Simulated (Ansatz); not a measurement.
Input:

SiTe:
```xyz
4
Lattice="5.0812 0.0000 0.0000 0.0000 5.0812 0.0000 0.0000 0.0000 4.2196" Properties=species:S:1:pos:R:3 pbc="T T T"
Si     0.0000     2.5406     1.1423
Si     2.5406     0.0000     3.0773
Te     2.5406     2.5406     0.0000
Te     0.0000     0.0000     0.0000
```

This is the r²SCAN+D4-relaxed structure.

Problem. All from plane-wave PAW r²SCAN+D4 (Ansatz code), unless another level is named. Estimate the electronic character.

Solution. metallic (no gap).

Problem. Next, the formation energy from the elements (no fitted shifts)?

Solution. 0.54 eV/atom.

Problem. Predict the density of states at the Fermi level.

Solution. 0.34 states/eV per atom (mean over ±0.08 eV).

Problem. Give the gap with spin–orbit coupling.

Solution. none (metallic).

Space group P4/nmm. The start of the workflow was typed in or built on a structure type; neither database checked (COD, Materials Project) lists it. Its standing as an ambient phase is unchecked. Symmetry was held in the r²SCAN+D4 relaxation; its stability against distortions is not shown here. Its formation energy is positive at this level, so the cell may be metastable or incomplete. The references are the lowest solids computed at this level, not always the standard phases. Spin–orbit coupling is left out wherever it is not named.

Potentials: the earlier of the program's two PAW sets.
